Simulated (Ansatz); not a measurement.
Ag2S in space group Aea2 (No. 41; Ag on 8b, S on 4a), DFT-PBE in the program Ansatz with PAW potentials, all energies at zero smearing, with the estimated change up to a 700 eV cutoff added, with one set of potentials and settings (totals compare only within such a set). Cell of 6 atoms (4 Ag, 2 S): -32166.474 eV.

```
element             reference phase  E (eV/atom)
-------  --------------------------  -----------
Ag        R-3m, 3 atoms in the cell   -7590.5531
S        Fddd, 32 atoms in the cell    -902.0599
```

Formation energy per atom, worked out: (-32166.474 − 4×(-7590.5531) − 2×(-902.0599))/6 = -0.024 eV/atom (-2 kJ per mol of atoms), at 0 K, without zero-point energy or fitted corrections.

The workflow started from a Materials Project entry (that database holds measured and hypothetical structures alike); the Crystallography Open Database copy checked does not list it. COD files the formula under space group No. 4, 14, so this cell is another polymorph or a model. Whether it is the stable phase at ambient conditions was not checked. Symmetry was held in the PBE relaxation; whether a distortion lowers the energy is not shown. The run is not spin-polarised. The references are the lowest solids computed at this level, not always the standard phases.

Potentials: the later of the program's two PAW sets.
